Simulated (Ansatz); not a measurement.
Several occupations of a fcc lattice at one composition, 4 Au, 6 Pt, 10 Ag. Sites, in fractions of the cell -6.144 4.096 2.048; 6.144 4.096 -2.048; -2.048 -4.096 -6.144 Å:

| cell | sites |
| --- | --- |
| all | Ag (0.05 0.35 0.90), Ag (0.50 0.50 0.00), Ag (0.75 0.25 0.50) |
| 1 | Ag (0.00 0.00 0.00), Ag (0.10 0.70 0.80), Ag (0.60 0.20 0.80), Ag (0.65 0.55 0.70), Ag (0.70 0.90 0.60), Ag (0.85 0.95 0.30), Ag (0.95 0.65 0.10), Au (0.15 0.05 0.70), Au (0.25 0.75 0.50), Au (0.30 0.10 0.40), Au (0.40 0.80 0.20), Pt (0.20 0.40 0.60), Pt (0.35 0.45 0.30), Pt (0.45 0.15 0.10), Pt (0.55 0.85 0.90), Pt (0.80 0.60 0.40), Pt (0.90 0.30 0.20) |
| 2 | Ag (0.10 0.70 0.80), Ag (0.25 0.75 0.50), Ag (0.30 0.10 0.40), Ag (0.35 0.45 0.30), Ag (0.65 0.55 0.70), Ag (0.80 0.60 0.40), Ag (0.90 0.30 0.20), Au (0.00 0.00 0.00), Au (0.20 0.40 0.60), Au (0.40 0.80 0.20), Au (0.60 0.20 0.80), Pt (0.15 0.05 0.70), Pt (0.45 0.15 0.10), Pt (0.55 0.85 0.90), Pt (0.70 0.90 0.60), Pt (0.85 0.95 0.30), Pt (0.95 0.65 0.10) |
| 3 | Ag (0.35 0.45 0.30), Ag (0.40 0.80 0.20), Ag (0.45 0.15 0.10), Ag (0.55 0.85 0.90), Ag (0.85 0.95 0.30), Ag (0.90 0.30 0.20), Ag (0.95 0.65 0.10), Au (0.20 0.40 0.60), Au (0.30 0.10 0.40), Au (0.60 0.20 0.80), Au (0.65 0.55 0.70), Pt (0.00 0.00 0.00), Pt (0.10 0.70 0.80), Pt (0.15 0.05 0.70), Pt (0.25 0.75 0.50), Pt (0.70 0.90 0.60), Pt (0.80 0.60 0.40) |

Each was relaxed without symmetry on coarser meshes and computed once more. Theory: Ansatz 0.2.0, DFT PBE, scalar-relativistic, plane waves, PAW.

Cutoff 420 eV; k points 6×6×5 on the computed 20-atom cell (Γ-centred); Gaussian smearing, width 0.10 eV; no spin polarisation.

Warren–Cowley parameters of the first shell of the sublattice with most elements (negative: unlike neighbours preferred):
```csv
cell,Ag-Pt,Ag-Au,Au-Pt
1,0.00,0.00,0.03
2,-0.03,-0.21,-0.32
3,0.03,-0.04,0.10
```

Forces of up to 0.09 eV/Å remain on the final mesh.

**Question.** Which occupation is lowest in energy, and by how much?

**Answer.** Cells 1, 3 are lowest, within 8 meV/atom of each other and so too close to rank here.
| cell | E − E(lowest) (meV/atom) | V (Å³/atom) |
| --- | --- | --- |
| 1 | 0.0 | 17.00 |
| 3 | 3.0 | 17.01 |
| 2 | 10.1 | 17.00 |

The final mesh leaves forces up to 0.09 eV/Å and stresses up to 0.9 GPa: the relaxation ran on a coarser mesh, so the cell's shape, its bonds and its energy belong partly to that mesh.

Spin–orbit coupling is left out, which can shift energies with elements as heavy as these.

Cost: 6 runs of about 60 core-minutes in all (earlier runs that led there not counted), on Intel Xeon Platinum 8375C (Ice Lake) (shared hosts).